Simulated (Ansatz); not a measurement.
**Mn2B in the antifluorite structure**

Computed with Ansatz (plane waves, PAW, 420 eV cutoff): PBEsol, scalar-relativistic, collinear spin, 12×12×12 k-mesh, Gaussian smearing of 0.05 eV. The datasets are Ansatz's generated set soft_2.

```cif
data_structure
_symmetry_space_group_name_H-M 'Fm-3m'
_symmetry_Int_Tables_number 225
_cell_length_a 4.9259
_cell_length_b 4.9259
_cell_length_c 4.9259
_cell_angle_alpha 90.000
_cell_angle_beta 90.000
_cell_angle_gamma 90.000
_cell_volume 119.53
loop_
_atom_site_label
_atom_site_type_symbol
_atom_site_symmetry_multiplicity
_atom_site_Wyckoff_symbol
_atom_site_fract_x
_atom_site_fract_y
_atom_site_fract_z
_atom_site_occupancy
Mn1 Mn 8 c 0.25000 0.75000 0.75000 1
B1 B 4 a 0.00000 0.00000 0.00000 1
```

This is a trial structure; measured cells of the compound in the Crystallography Open Database are in space group I4/mcm.

Magnetic state: ferromagnetic, site spin moments Mn 1.70; B -0.13 μB.

The cell above was scaled in volume, its shape and atoms being fixed by the lattice's symmetry. Energies are counted from the cell above.

Cell and atoms are those of this level's equilibrium.

```csv
V (Å³/atom),ΔE (meV/atom),P (GPa),largest moment (μB)
9.56,11.2,9.3,1.57
9.76,?,?,?
9.96,0.0,0.0,1.70
10.16,2.6,-3.9,1.76
10.36,9.7,-7.5,1.83
```

(1) Fill in the withheld row.

(2) What do the points give for the equilibrium volume, the bulk modulus and its pressure derivative (third-order Birch–Murnaghan)?

Answers:

(1) ΔE (meV/atom): 2.8, P (GPa): 4.5, largest moment (μB): 1.64.

(2) V0 = 9.96 Å³/atom, B0 = 209 GPa, B0′ = 4.0.

B0·V0 = 208.9 GPa × 9.96 Å³ = 12.99 eV/atom sets the scale: near the minimum ΔE ≈ ½ B0 V0 x², with x = V/V0 − 1, and a pressure of 2.1 GPa squeezes the volume by about 1 %. At the ends of the curve: x = −4.0 % predicts 10.4 meV/atom and the run gives 11.2; x = +4.0 % predicts 10.3 meV/atom and the run gives 9.7. Compression costs more and expansion less than the parabola says, since the crystal stiffens as it shrinks; B0′ measures that.

The moment grows with the volume: wider spacing narrows the bands, and exchange then polarises them more fully.

The moments change along the equation of state, so B0 holds a magnetic softening and is less sure. The run wasn't fully tested for a lower electronic state. Site moments are of spin, integrated over atomic spheres. Only parallel moments were tried, so the real magnetic order may be another. The run is a metal.
